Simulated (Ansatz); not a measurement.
Ge:
```
CELL_PARAMETERS angstrom
     -2.53492     2.53492     1.39204
      2.53492    -2.53492     1.39204
      2.53492     2.53492    -1.39204
ATOMIC_POSITIONS crystal
  Ge 0.25000 0.75000 0.50000
  Ge 0.50000 0.50000 0.00000
```

Relaxed with LDA. Special points in fractions of this cell's reciprocal vectors: Γ (0.000, 0.000, 0.000); X (0.000, 0.000, 0.500); M (-0.500, 0.500, 0.500); Z (0.325, 0.325, -0.325); Z0 (-0.325, 0.675, 0.325); P (0.250, 0.250, 0.250); N (0.000, 0.500, 0.000).

Problem. List the band energies nearest the Fermi level at these points for LDA in the plane-wave PAW code Ansatz.

Solution. In eV from the Fermi level; about four levels below and three above (degenerate sets whole), none deeper than 8.9 eV; points with the same levels are listed once.

```csv
k,below,above
Γ,-3.89 -2.34 -2.34,3.38 7.89 7.89
X,–,0.71 0.71 2.12 2.12
M,-6.05 -6.05,6.05 6.05 11.47 11.47
Z,-6.55 -3.88 -3.77 -3.77,4.08 6.84 6.84
P,-7.03 -7.03 -4.45 -4.45,4.39 4.39 5.07 5.07
N,-6.55 -2.60 -2.01 -1.44,2.50 3.69 5.72
```

Space group I4_1/amd (β-Sn type). This is a known high-pressure phase of the composition, computed here at zero pressure and temperature. Symmetry was held in the LDA relaxation; its stability against distortions is not shown here. Spin–orbit coupling is left out wherever it is not named.

Potentials: the earlier of the program's two PAW sets. The files were generated under PBE; for other functionals the program regenerates the frozen cores, and for LDA and PBEsol the local potential too.
